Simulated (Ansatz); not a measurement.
Li (diamond, space group No. 227), a = b = c = 5.8990 Å, α = β = γ = 90.00°; the cell used has 2 atoms.

Relaxed with PBE.

Decompose the optical modes at the zone centre into irreducible representations, and say which are infrared and Raman allowed.

Point group m-3m: Γ_opt = T2g. Infrared: none. Raman: T2g.

Assign frequencies (DFPT, DFT-PBE in the program Ansatz with PAW potentials).

T2g 301 cm⁻¹.

Space group Fd-3m (diamond). A made-up cell: these elements were put on the sites of a structure type; neither database checked (COD, Materials Project) lists it. It is not the phase usual at ambient conditions (space group No. 229). The PBE relaxation kept the symmetry of its start. At this level the phase is dynamically unstable (imaginary phonons). As this level gives no gap, phonon frequencies hold no LO–TO term and depend on the k-mesh and smearing (Fermi–Dirac, 0.1 eV here).

Potentials: the later of the program's two PAW sets.
